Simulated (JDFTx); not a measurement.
An input for a modified build of JDFTx (Hf(0001), CANDLE, water, 1 M NaF; bohr, hartree) and the course of its log:

```
lattice \
  6.0327237346 3.0163618673 0.0000000000 \
  0.0000000000 5.2244920096 0.0000000000 \
  0.0000000000 0.0000000000 44.5975365412
coords-type Lattice
ion Hf 0.6666666668 0.6666666668 -0.1603296610 0
ion Hf 0.0000000002 0.0000000002 -0.0534432200 0
ion Hf 0.6666666668 0.6666666668 0.0534432200 0
ion Hf 0.0000000002 0.0000000002 0.1603296610 0
ion-species pseudo/hf_pbe_v1.upf
elec-cutoff 20 100
elec-ex-corr gga-PBE
coulomb-interaction Slab 001
coulomb-truncation-embed 0 0 0
kpoint-folding 8 8 1
elec-smearing Fermi 0.01
elec-n-bands 34
electronic-scf nIterations 100 energyDiffThreshold 1e-08 mixFraction 0.15
fluid LinearPCM
pcm-variant CANDLE
fluid-solvent H2O
fluid-cation Na+ 1
fluid-anion F- 1
fluid-minimize nIterations 400 knormThreshold 1e-11
wavefunction read vac.wfns
elec-initial-eigenvals vac.eigenvals
dump-name f0.$VAR
dump End State Ecomponents EigStats BandEigs Forces ElecDensity IonicPositions Fillings Kpoints Dtot FluidDebug BoundCharge FluidDensity
```

```
[one cycle in 5 is shown, and the last three; fluid-solver lines are left out]
	FillingsUpdate:  mu: -0.147129760  nElectrons: 48.000000
SCF: Cycle:  0   F: -199.107038778166185   dF: +1.573e-04   |Residual|: 1.927e-03   |deigs|: 1.492e-05
	FillingsUpdate:  mu: -0.143283536  nElectrons: 48.000000
SCF: Cycle:  5   F: -199.107243030882813   dF: +1.164e-07   |Residual|: 3.499e-04   |deigs|: 9.062e-04
	FillingsUpdate:  mu: -0.142446245  nElectrons: 48.000000
SCF: Cycle: 10   F: -199.107243779866963   dF: -7.611e-08   |Residual|: 1.940e-04   |deigs|: 2.662e-05
	FillingsUpdate:  mu: -0.142627123  nElectrons: 48.000000
SCF: Cycle: 15   F: -199.107244405339429   dF: -3.203e-06   |Residual|: 8.646e-05   |deigs|: 7.995e-05
	FillingsUpdate:  mu: -0.142570081  nElectrons: 48.000000
SCF: Cycle: 20   F: -199.107244767446304   dF: -1.114e-06   |Residual|: 2.943e-05   |deigs|: 3.873e-05
	FillingsUpdate:  mu: -0.142556107  nElectrons: 48.000000
SCF: Cycle: 25   F: -199.107244773524627   dF: +1.585e-08   |Residual|: 2.091e-05   |deigs|: 2.717e-05
	FillingsUpdate:  mu: -0.142574511  nElectrons: 48.000000
SCF: Cycle: 30   F: -199.107244746837665   dF: +4.446e-08   |Residual|: 3.780e-05   |deigs|: 1.484e-05
	FillingsUpdate:  mu: -0.142601965  nElectrons: 48.000000
SCF: Cycle: 35   F: -199.107244741228953   dF: +5.355e-08   |Residual|: 2.932e-05   |deigs|: 3.281e-05
	FillingsUpdate:  mu: -0.142596532  nElectrons: 48.000000
SCF: Cycle: 40   F: -199.107244783997828   dF: -5.723e-08   |Residual|: 2.341e-05   |deigs|: 2.281e-06
	FillingsUpdate:  mu: -0.142592310  nElectrons: 48.000000
SCF: Cycle: 45   F: -199.107244776831408   dF: -2.244e-08   |Residual|: 2.829e-05   |deigs|: 1.107e-05
	FillingsUpdate:  mu: -0.142582482  nElectrons: 48.000000
SCF: Cycle: 50   F: -199.107244800002661   dF: -1.724e-08   |Residual|: 1.485e-05   |deigs|: 3.035e-06
	FillingsUpdate:  mu: -0.142591207  nElectrons: 48.000000
SCF: Cycle: 55   F: -199.107244796088963   dF: -1.581e-07   |Residual|: 2.346e-05   |deigs|: 2.497e-05
	FillingsUpdate:  mu: -0.142585082  nElectrons: 48.000000
SCF: Cycle: 60   F: -199.107244795754042   dF: -1.578e-09   |Residual|: 1.812e-05   |deigs|: 6.007e-06
	FillingsUpdate:  mu: -0.142586690  nElectrons: 48.000000
SCF: Cycle: 65   F: -199.107244722396558   dF: +6.532e-08   |Residual|: 3.229e-05   |deigs|: 8.956e-06
	FillingsUpdate:  mu: -0.142594387  nElectrons: 48.000000
SCF: Cycle: 70   F: -199.107244787794656   dF: -9.526e-08   |Residual|: 2.268e-05   |deigs|: 8.886e-06
	FillingsUpdate:  mu: -0.142595352  nElectrons: 48.000000
SCF: Cycle: 75   F: -199.107244787578537   dF: -3.547e-08   |Residual|: 2.558e-05   |deigs|: 8.632e-06
	FillingsUpdate:  mu: -0.142578786  nElectrons: 48.000000
SCF: Cycle: 80   F: -199.107244796371162   dF: -1.353e-08   |Residual|: 1.670e-05   |deigs|: 1.809e-05
	FillingsUpdate:  mu: -0.142593099  nElectrons: 48.000000
SCF: Cycle: 85   F: -199.107244794238937   dF: -1.226e-07   |Residual|: 1.906e-05   |deigs|: 3.024e-05
	FillingsUpdate:  mu: -0.142590476  nElectrons: 48.000000
SCF: Cycle: 90   F: -199.107244791204039   dF: -9.140e-08   |Residual|: 2.541e-05   |deigs|: 7.155e-06
	FillingsUpdate:  mu: -0.142593533  nElectrons: 48.000000
SCF: Cycle: 95   F: -199.107244796980609   dF: -5.888e-07   |Residual|: 2.193e-05   |deigs|: 4.818e-05
	FillingsUpdate:  mu: -0.142592980  nElectrons: 48.000000
SCF: Cycle: 97   F: -199.107244792670741   dF: -1.619e-07   |Residual|: 2.262e-05   |deigs|: 3.655e-05
	FillingsUpdate:  mu: -0.142588768  nElectrons: 48.000000
SCF: Cycle: 98   F: -199.107244633872227   dF: +1.588e-07   |Residual|: 4.980e-05   |deigs|: 5.810e-06
	FillingsUpdate:  mu: -0.142596824  nElectrons: 48.000000
SCF: Cycle: 99   F: -199.107244745971002   dF: -1.121e-07   |Residual|: 3.212e-05   |deigs|: 8.116e-06
SCF: None of the convergence criteria satisfied after 100 iterations.
IonicMinimize: Iter:   0  F: -199.107244745971002  |grad|_K:  0.000e+00
IonicMinimize: Converged (|grad|_K<1.000000e-04).
```

This run gave no converged result. The loop ran out of cycles short of its threshold. It has stalled and not diverged: the last ten energies span 6e-07 Ha, so the total is near its end, but levels, forces and charges aren't shown converged.
